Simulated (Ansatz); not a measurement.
**Ag (Fm-3m), clamped-ion strain scan**

Method: DFT r2SCAN, scalar-relativistic, plane waves, PAW in Ansatz 0.2.0. Cutoff 500 eV, Γ-centred 26×26×26 k-points, Gaussian smearing of 0.15 eV. No spin polarisation. Energies are free energies at this smearing, counted from the undisturbed cell; pressure is positive in compression.

The undisturbed cell (relaxed at this level):

```
CELL_PARAMETERS angstrom
0.00000 2.05208 2.05208
2.05208 0.00000 2.05208
2.05208 2.05208 0.00000
ATOMIC_POSITIONS crystal
Ag 0.00000 0.00000 0.00000
```

The cell is strained by ε times the Voigt pattern (1, 1, 0, 0, 0, 0) (xx, yy, zz, yz, xz, xy; engineering shear) with fractional coordinates fixed. The cell is metallic on the mesh throughout.

```tsv
ε	ΔE (meV/atom)	stress summed along the pattern (GPa, tension positive)	pressure (GPa)
-0.1500	?	?	87.9
-0.0750	179.0	-55.42	25.5
0.0000	0.0	0.07	0.0
0.0375	28.8	12.71	-6.1
0.1125	199.1	24.16	-11.8
0.1500	314.8	26.09	-12.8
```

(1) Give the withheld values.

Answers

(1) ΔE (meV/atom) at ε = -0.1500: 999.0; stress summed along the pattern (GPa, tension positive) at ε = -0.1500: -197.15.